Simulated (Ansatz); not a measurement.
Input and command of a plane-wave DFT calculation in Ansatz:

```yaml
crystal:
  lattice:
    - [3.1204068985, 0.0, 0.0]
    - [-1.5602034492, 6.1523257957, 0.0]
    - [0.0, 0.0, 25.6597815141]
  atoms:
    - { symbol: S, position: [0.8927216587, 0.7854433174, 0.3312576919] }
    - { symbol: Mo, position: [0.532155393, 0.0643107859, 0.3568487551] }
    - { symbol: S, position: [0.1715891272, 0.3431782543, 0.3824398182] }
    - { symbol: S, position: [0.4248770516, 0.8497541032, 0.4354374436] }
    - { symbol: Mo, position: [0.0634283179, 0.1268429315, 0.4560351157] }
    - { symbol: S, position: [0.7047428115, 0.4094654124, 0.4861970894] }
    - { symbol: S, position: [0.9628665561, 0.9257405526, 0.5411345583] }
    - { symbol: Mo, position: [0.6028601598, 0.205722103, 0.5588565878] }
    - { symbol: S, position: [0.1730160878, 0.3460381128, 0.6172031673] }
    - { symbol: H, position: [0.8396827545, 0.6793714461, 0.5797905338] }
basis:
  ecutwfc: 420
kpoints:
  mp_grid: { grid: [10, 5, 1] }
hamiltonian:
  xc: pbesol
scf:
  occupations: { method: gaussian, width: 0.1 }
output:
  forces: true
  eigenvalues: true
relax:
  adjacent_minimum: "off"
  f_tol: 0.02
  max_steps: 25
  constraints: [{ sites: [0, 1, 2, 3, 4, 5, 6, 7, 8] }, { site: 9, fix: xy }]
efield:
  axis: 3
  dipole_correction: true
  ramp_width: 0.04
```

```bash
ansatz run input.yaml --threads 4 --pin off --max-ram 10240MiB --backend cpu --events-out ev --progress --plain --runs-dir out
```

Processor: Intel(R) Xeon(R) Platinum 8259CL CPU @ 2.50GHz (Skylake/Cascade Lake), 4 threads, on a host shared with other jobs.

Q: Estimate time, memory and problem size.

A: About 2.4 min on 4 threads of Intel(R) Xeon(R) Platinum 8259CL CPU @ 2.50GHz (Skylake/Cascade Lake), on a shared host, peak memory 1.2 GiB. It solves 50 bands at 26 k points (the mesh reduced by symmetry) with about 9633 plane waves, in 66 SCF iterations over 11 ionic steps.
